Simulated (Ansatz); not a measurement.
**Static calculation, GaAs**

System: GaAs (zinc blende type), 2 atoms in the cell.

Ansatz input (lattice in Å, positions in fractions of it)
```yaml
crystal:
  lattice:
    - [0, 2.875, 2.875]
    - [2.875, 0, 2.875]
    - [2.875, 2.875, 0]
  atoms:
    - { symbol: Ga, position: [0, 0, 0] }
    - { symbol: As, position: [0.25, 0.25, 0.25] }
kpoints:
  mp_grid: { grid: [6, 6, 6] }
hamiltonian:
  xc: pbe
  pseudopotentials: { kind: paw_fr, source: ansatz }
scf:
  occupations: { method: fermi_dirac, width: 0.02 }
  convergence: { dr2_threshold: "1e-10 eV" }
  max_iter: 300
  n_bands: 68
output:
  forces: true
  stress: true
  eigenvalues: true
magnetization:
  noncollinear: true
  spin_orbit: true
```

The calculation used PBE with spin–orbit coupling, plane waves, PAW datasets (earlier set, tuned by hand) in Ansatz.

Results

| Item | Value |
| --- | --- |
| Plane-wave cutoff used | 1020 eV |
| Pressure | -0.11 GPa |
| Smearing term TS | 0.2 meV/atom |
| Valence electrons | 36 |
| Irreducible k-points | 16 |
| CPU time | of the order of 70 core-seconds on a shared host |

Stress tensor in GPa, compression positive:
```
-0.11  0.00  0.00
 0.00 -0.11  0.00
 0.00  0.00 -0.11
```

The stress includes the program's correction for the finite plane-wave basis.

The k-mesh is modest, so these values aren't fully converged in k.
